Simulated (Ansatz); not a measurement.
## Is this Si₃B₅ structure a true minimum?

The structure comes from a proposed guess, relaxed at this level; another structure or a mixture of phases may lie lower.

The calculation used Ansatz, DFT PBE, scalar-relativistic, plane waves, PAW. Cutoff 420 eV; k points 8×8×8 on the computed 8-atom cell (Γ-centred); Gaussian smearing, width 0.10 eV; no spin polarisation.

The cell below (8 atoms, space group P-43m (No. 215)) is relaxed within its symmetry.

```cif
data_structure
_symmetry_space_group_name_H-M 'P 1'
_symmetry_Int_Tables_number 1
_cell_length_a 4.5261
_cell_length_b 4.5261
_cell_length_c 4.5261
_cell_angle_alpha 90.000
_cell_angle_beta 90.000
_cell_angle_gamma 90.000
_cell_volume 92.72
loop_
_atom_site_label
_atom_site_type_symbol
_atom_site_fract_x
_atom_site_fract_y
_atom_site_fract_z
_atom_site_occupancy
Si1 Si 0.50000 0.50000 0.00000 1
Si2 Si 0.50000 0.00000 0.50000 1
Si3 Si 0.00000 0.50000 0.50000 1
B1 B 0.00000 0.00000 0.00000 1
B2 B 0.21841 0.78159 0.78159 1
B3 B 0.78159 0.21841 0.78159 1
B4 B 0.78159 0.78159 0.21841 1
B5 B 0.21841 0.21841 0.21841 1
```

For the test it was strained at random (σ = 1.5 % a component), the atoms were moved at random (σ = 0.05 Å), and all was relaxed again on a coarse 6×6×6 mesh (in the run’s order of axes) with 0.20 eV smearing, with no symmetry imposed.

The cell is a metal run without spin; a magnetic state may lie lower.

Task: What happens?

Result: It returns, within 1 meV/atom of the unmoved cell on that mesh and with the same symmetry when read at 0.1 Å. So it is stable against the distortions that fit this cell and that this random move excites. Modes that don't fit the cell aren't tested.
